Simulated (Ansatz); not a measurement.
**CaSi: pressure against volume**

A database entry relaxed whole under r2SCAN (Cmcm):

```yaml
crystal:
  lattice:
    - [2.27185, -5.34939, 0.00000]
    - [2.27185, 5.34939, 0.00000]
    - [0.00000, 0.00000, 3.90093]
  atoms:
    - { symbol: Ca, position: [0.63837, 0.36163, 0.25000] }
    - { symbol: Ca, position: [0.36163, 0.63837, 0.75000] }
    - { symbol: Si, position: [0.93137, 0.06863, 0.25000] }
    - { symbol: Si, position: [0.06863, 0.93137, 0.75000] }
```

The cell was scaled uniformly, its shape held, and the atoms relaxed at each volume with plane-wave PAW DFT (Ansatz 0.2.0; r2SCAN, 500 eV, 8×8×9 Γ-centred mesh, fermi-dirac occupations of width 0.100 eV; no spin, no spin-orbit coupling). One row is withheld.

| volume (Å³/atom) | energy over the lowest (meV/atom) | pressure (GPa) |
| --- | --- | --- |
| 22.282 | 16.8 | 4.00 |
| 22.756 | 7.2 | 2.53 |
| 23.230 | 1.7 | 1.20 |
| 23.704 | 0.0 | 0.01 |
| 24.178 | 1.6 | -1.08 |
| 24.652 | ? | ? |
| 25.126 | 13.7 | -2.93 |

**Question.** Fit the pressures of the other rows to the third-order Birch-Murnaghan form.

**Answer.** With f = [(V₀/V)^(2/3) − 1]/2 and P = 3B₀f(1 + 2f)^(5/2)[1 + 3(B₀′ − 4)f/2], least squares gives V₀ = 23.70 Å³ an atom, B₀ = 56.8 GPa and B₀′ = 4.2; the rows miss the fit by less than 0.01 GPa. The slope of the energies differs from these pressures by less than 0.05 GPa.

**Question.** What does the withheld row hold?

**Answer.** The fit gives -2.05 GPa at 24.652 Å³; the run gave -2.05 GPa and 6.3 meV an atom.

Caveats: the shape of the cell was held, so B₀ is an upper bound where the axes differ in stiffness; 0 K, fixed nuclei; the symmetry was kept, and this need not be the phase that is stable at 0 K; one mesh for all volumes; pressure is positive in compression.
